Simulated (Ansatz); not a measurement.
SiGe:
```yaml
crystal:
  lattice:
    - [-1.96282, 1.96282, 13.88862]
    - [1.96282, -1.96282, 13.88862]
    - [1.96282, 1.96282, -13.88862]
  atoms:
    - { symbol: Si, position: [0.90359, 0.90359, 0.00000] }
    - { symbol: Si, position: [0.45168, 0.95168, 0.50000] }
    - { symbol: Si, position: [0.50000, 0.50000, 0.00000] }
    - { symbol: Si, position: [0.04832, 0.54832, 0.50000] }
    - { symbol: Si, position: [0.09641, 0.09641, 0.00000] }
    - { symbol: Ge, position: [0.64626, 0.14626, 0.50000] }
    - { symbol: Ge, position: [0.69824, 0.69824, 0.00000] }
    - { symbol: Ge, position: [0.25000, 0.75000, 0.50000] }
    - { symbol: Ge, position: [0.30176, 0.30176, 0.00000] }
    - { symbol: Ge, position: [0.85374, 0.35374, 0.50000] }
```

Relaxed with r²SCAN.

Question: Map the electron localisation function on the plane through (0.904, 0.904, 0.000) spanned by u = [1, 1, 0] and v = [1, 0, 1] in lattice vectors, from r²SCAN in the plane-wave PAW code Ansatz.

Answer: x is the fraction of u, y of v (the angle between them is 90°; rows are the nearest grid lines); atoms in the plane: Si at (0.00, 0.00), Si at (0.05, 0.50), Si at (0.60, 0.00), Si at (0.64, 0.50), Si at (0.19, 0.00), Ge at (0.24, 0.50), Ge at (0.79, 0.00), Ge at (0.85, 0.50), Ge at (0.40, 0.00), Ge at (0.45, 0.50).
```
y \ x  0.000  0.100  0.175  0.275  0.375  0.450  0.550  0.625  0.725  0.825  0.900   1.00
-----  -----  -----  -----  -----  -----  -----  -----  -----  -----  -----  -----  -----
1.00   0.633  0.012  0.289  0.025  0.246  0.377  0.538  0.598  0.083  0.370  0.010  0.633
0.900  0.269  0.018  0.324  0.064  0.327  0.500  0.461  0.845  0.065  0.466  0.017  0.269
0.850  0.491  0.028  0.398  0.132  0.357  0.586  0.369  0.923  0.050  0.608  0.028  0.491
0.750  0.821  0.095  0.464  0.343  0.371  0.449  0.152  0.954  0.028  0.769  0.093  0.821
0.700  0.814  0.167  0.402  0.390  0.334  0.362  0.080  0.948  0.023  0.619  0.152  0.814
0.600  0.661  0.344  0.196  0.387  0.120  0.039  0.022  0.763  0.024  0.337  0.283  0.661
0.550  0.550  0.402  0.127  0.386  0.065  0.008  0.014  0.475  0.027  0.234  0.324  0.550
0.450  0.550  0.402  0.127  0.386  0.065  0.008  0.014  0.475  0.027  0.234  0.324  0.550
0.400  0.661  0.344  0.196  0.387  0.120  0.039  0.022  0.764  0.024  0.337  0.283  0.661
0.300  0.814  0.167  0.402  0.390  0.334  0.362  0.080  0.948  0.023  0.618  0.152  0.814
0.250  0.821  0.095  0.464  0.343  0.371  0.449  0.152  0.954  0.028  0.769  0.093  0.821
0.150  0.491  0.028  0.398  0.132  0.357  0.586  0.369  0.923  0.050  0.608  0.028  0.491
0.100  0.269  0.018  0.324  0.064  0.328  0.500  0.461  0.845  0.065  0.467  0.017  0.269
0.000  0.633  0.012  0.289  0.025  0.246  0.377  0.538  0.598  0.083  0.370  0.010  0.633
```

The density is the valence pseudo-density with augmentation charge, so density and ELF within about 1 Å of a nucleus are not all-electron values.

Space group I-4m2. The start of the workflow was typed in or built on a structure type; neither database checked (COD, Materials Project) lists it. Its standing as an ambient phase is unchecked. Symmetry was held in the r²SCAN relaxation; whether a distortion lowers the energy is not shown.

Potentials: the later of the program's two PAW sets.
